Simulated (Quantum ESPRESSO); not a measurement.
Pd6GaLi, different elements on one site, starting from this cell

Simulated, not a measurement. The program is pw.x of Quantum ESPRESSO 7.5 (plane-wave density functional theory). The cell is made up: eight metal atoms on a hexagonal close-packed lattice, with elements, volume, strain and displacements drawn at random and not relaxed, so it may be unstable or far from any real phase. PseudoDojo standard norm-conserving files set the functional (PBE unless stated); there is no spin polarisation or spin-orbit coupling, the Fermi-Dirac width of 0.25 eV means electrons at about 2900 K, and the masses in the input are unused placeholders. Heavy elements are run without spin-orbit coupling, which real alloys of them have. A spin test at this wide smearing found no moment, but such smearing suppresses magnetism that the real alloy may have.

The runs put different elements on site 5. Cell, positions, cutoff, mesh and smearing stay as in the input of run 1; sites are counted in its order. Stress in the tables is positive in tension.

Input of run 1:

```
&control calculation='scf', pseudo_dir='./dojo.nc.sr.pbe.v0_5.standard.upf', outdir='./o', disk_io='minimal', tprnfor=.true., tstress=.true. /
&system ibrav=0, nat=8, ntyp=3, nbnd=79, ecutwfc=87.97787729, nosym=.true., tot_charge=0,
 occupations='smearing', smearing='fd', degauss=0.0183746611
/
&electrons conv_thr=1.470e-08, electron_maxstep=70, mixing_beta=0.5 /
ATOMIC_SPECIES
Ga 1.0 Ga.upf
Li 1.0 Li.upf
Pd 1.0 Pd.upf
CELL_PARAMETERS angstrom
-2.8928 -0.0077 -0.0257
-0.028 4.8992 -4.5457
-0.0547 -4.9594 -4.6104
ATOMIC_POSITIONS angstrom
Pd -0.0849 -0.1031 0.0026
Pd -0.0128 1.7096 -2.2421
Pd -0.0246 -0.0564 -4.6343
Pd -0.0886 1.5037 -6.7895
Ga -1.5142 -0.9066 -2.3236
Li -1.5384 -2.4907 -4.5144
Pd -1.4914 -0.8722 -6.9398
Pd -1.4431 2.4425 -4.5062
K_POINTS automatic
8 4 4 1 1 1
```

```
run  elements on sites 1 to 8  -TS (eV)  pressure (GPa)  stress xx (GPa)  stress yy (GPa)  stress zz (GPa)  stress yz (GPa)  stress xz (GPa)  stress xy (GPa)  iterations
  1   Pd Pd Pd Pd Ga Li Pd Pd    -1.382           -6.94             7.84             7.21             5.79            -0.03             0.79            -0.33          19
  2    Pd Pd Pd Pd W Li Pd Pd    -1.563           -9.41            13.15             8.15             6.94            -0.99             0.69            -0.20          19
  3   Pd Pd Pd Pd Rh Li Pd Pd    -2.082           -8.31            10.85             7.68             6.39             0.38             0.67            -0.17          24
  4   Pd Pd Pd Pd Zr Li Pd Pd    -1.287           -1.91             2.59             2.31             0.84            -0.69             0.59            -0.16          21
  5   Pd Pd Pd Pd Mo Li Pd Pd    -1.692           -8.63            12.25             7.29             6.36            -0.68             0.67            -0.17          19
```

Forces Fx Fy Fz (eV/Å):

```
site              run 1              run 2              run 3              run 4              run 5
   1    0.33 0.60 -0.83    0.31 0.56 -1.17    0.32 0.60 -0.68    0.31 0.78 -0.52    0.31 0.60 -1.02
   2    0.04 -0.84 0.21    0.03 -1.25 0.17    0.01 -0.89 0.17    0.02 -0.75 0.23    0.02 -1.11 0.17
   3   -0.01 -0.41 1.20   -0.03 -0.58 1.49   -0.04 -0.30 0.94   -0.03 -0.35 0.86   -0.03 -0.48 1.31
   4    0.07 1.02 -0.57    0.08 1.44 -0.63    0.07 0.83 -0.43    0.08 0.87 -0.63    0.08 1.24 -0.58
   5     0.01 0.36 0.28     0.06 0.64 0.97     0.05 0.35 0.09     0.05 0.79 0.76     0.06 0.58 0.80
   6   0.03 -0.26 -0.32   0.02 -0.40 -0.52   0.03 -0.14 -0.14   0.02 -0.63 -0.81   0.02 -0.38 -0.48
   7   -0.22 -0.04 0.68   -0.21 -0.07 0.68    -0.21 0.01 0.64   -0.22 -0.15 0.71   -0.21 -0.06 0.67
   8  -0.24 -0.43 -0.64  -0.26 -0.33 -0.99  -0.23 -0.45 -0.58  -0.23 -0.58 -0.61  -0.25 -0.39 -0.88
```

Energies are left out, as each element's file has its own zero. A rerun of one cell of this series at a higher cutoff and on a denser mesh moved values by no more than 0.016 eV in energy, 0.22 GPa in stress and 0.005 eV/Å in force, and a second program with other atomic files agreed on that cell to 2 % rms in force and 0.5 GPa in pressure.